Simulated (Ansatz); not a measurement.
A: Ag (fcc, Cu type), a = 4.0548 Å, b = 4.0548 Å, c = 4.0548 Å, α = 90.00°, β = 90.00°, γ = 90.00°
B: CuI (zinc blende), a = b = c = 5.939 Å, α = β = γ = 90.00°
C: TaN (rock salt), a = 4.3746 Å, b = 4.3746 Å, c = 4.3746 Å, α = 90.00°, β = 90.00°, γ = 90.00°

Scan: energy against volume (even scaling of the relaxed cell, symmetry kept). One method and one kind of scan serve all of them; meshes and ranges differ. All were relaxed with their symmetry unable to fall. CuI is run without spin polarisation. Spin-orbit coupling is left out. TaN is run without spin polarisation. The PAW data are Ansatz's earlier set. This is a high-temperature form of TaN.

Problem. Rank these by bulk modulus (fitted) (highest first), as PBEsol (plane waves to 420 eV, PAW, scalar-relativistic; Ansatz, an electronic-structure program) gives it.

Solution. C (357 GPa), A (119 GPa), B (49.4 GPa)

(A scan under strain: stresses follow from slopes of the energy per volume, elastic moduli from its curvatures.)
